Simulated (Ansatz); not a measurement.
Theory: Ansatz 0.2.0, DFT PBE, scalar-relativistic, plane waves, PAW. Settings: cutoff 420 eV, Γ-centred meshes spaced at most about 0.3 Å⁻¹, and about 0.25 Å⁻¹ or finer for metals (2π included), Gaussian smearing. No spin polarisation in the final relaxations.

Each of these unrelaxed guesses is relaxed in cell and atoms within its symmetry. A guess keeps its type if space group and coordination stay and the shape of the cell changes little (axis ratios within about 15 %, angles within 6°); the volume may change.

1. KHfAs

```cif
data_structure
_symmetry_space_group_name_H-M 'P-6m2'
_symmetry_Int_Tables_number 187
_cell_length_a 4.4939
_cell_length_b 4.4939
_cell_length_c 5.3633
_cell_angle_alpha 90.000
_cell_angle_beta 90.000
_cell_angle_gamma 120.000
_cell_volume 93.80
loop_
_atom_site_label
_atom_site_type_symbol
_atom_site_symmetry_multiplicity
_atom_site_Wyckoff_symbol
_atom_site_fract_x
_atom_site_fract_y
_atom_site_fract_z
_atom_site_occupancy
K1 K 1 a 0.00000 0.00000 0.00000 1
Hf1 Hf 1 f 0.66667 0.33333 0.50000 1
As1 As 1 d 0.33333 0.66667 0.50000 1
```

2. Zr2NbN3

```cif
data_structure
_symmetry_space_group_name_H-M 'P4/mmm'
_symmetry_Int_Tables_number 123
_cell_length_a 3.0005
_cell_length_b 3.0005
_cell_length_c 11.1656
_cell_angle_alpha 90.000
_cell_angle_beta 90.000
_cell_angle_gamma 90.000
_cell_volume 100.53
loop_
_atom_site_label
_atom_site_type_symbol
_atom_site_symmetry_multiplicity
_atom_site_Wyckoff_symbol
_atom_site_fract_x
_atom_site_fract_y
_atom_site_fract_z
_atom_site_occupancy
Zr1 Zr 2 h 0.50000 0.50000 0.86814 1
Nb1 Nb 1 a 0.00000 0.00000 0.00000 1
N1 N 2 g 0.00000 0.00000 0.66477 1
N2 N 1 d 0.50000 0.50000 0.50000 1
```

3. Bi2TeO3

```cif
data_structure
_symmetry_space_group_name_H-M 'P-3m1'
_symmetry_Int_Tables_number 164
_cell_length_a 3.9406
_cell_length_b 3.9406
_cell_length_c 9.5723
_cell_angle_alpha 90.000
_cell_angle_beta 90.000
_cell_angle_gamma 120.000
_cell_volume 128.73
loop_
_atom_site_label
_atom_site_type_symbol
_atom_site_symmetry_multiplicity
_atom_site_Wyckoff_symbol
_atom_site_fract_x
_atom_site_fract_y
_atom_site_fract_z
_atom_site_occupancy
Bi1 Bi 2 d 0.33333 0.66667 0.67169 1
Te1 Te 1 a 0.00000 0.00000 0.00000 1
O1 O 1 b 0.00000 0.00000 0.50000 1
O2 O 2 d 0.33333 0.66667 0.15693 1
```

4. NaSr

```cif
data_structure
_symmetry_space_group_name_H-M 'R-3m:H'
_symmetry_Int_Tables_number 166
_cell_length_a 4.1664
_cell_length_b 4.1664
_cell_length_c 18.8335
_cell_angle_alpha 90.000
_cell_angle_beta 90.000
_cell_angle_gamma 120.000
_cell_volume 283.13
loop_
_atom_site_label
_atom_site_type_symbol
_atom_site_symmetry_multiplicity
_atom_site_Wyckoff_symbol
_atom_site_fract_x
_atom_site_fract_y
_atom_site_fract_z
_atom_site_occupancy
Na1 Na 3 a 0.00000 0.00000 0.00000 1
Sr1 Sr 3 b 0.33333 0.66667 0.16667 1
```

Question: Which keep their type?

Answer: Guesses 1 and 4 keep their type.

```csv
guess,kept,start group,end group,V start (Å³/atom),V end,"b/a and c/a, end over start",nearest neighbours start,nearest neighbours end
1,yes,P-6m2,P-6m2,31.3,34.4,"1.00, 1.08","As 3, Hf 3, K 12","As 3, Hf 3, K 12"
2,no,P4/mmm,P4/mmm,16.8,15.0,"1.00, 0.77","N 12, Nb 8, Zr 5","N 2/5, Nb 2, Zr 1"
3,no,P-3m1,P-3m1,21.5,24.3,"1.00, 1.53","Bi 6, O 6, Te 6","Bi 3, O 3/6, Te 6"
4,yes,R-3m,R-3m,47.2,48.6,"1.00, 1.04","Na 12, Sr 12","Na 12, Sr 12"
```

Neighbours count within 15 % of an atom's shortest distance; end groups are read at 0.02 Å (0.05 Å in metals).

Weakly bound directions are ill-defined at this level, which has no dispersion term (Bi2TeO3 P-3m1). These runs have no spin–orbit coupling, which can matter for Bi, Hf and Te. A magnetic state wasn't ruled out in cells without spin, among them Zr2NbN3 P4/mmm. Cells relaxed within their symmetry can be saddle points.

In counts of neighbours, a slash parts the counts of unlike sites.
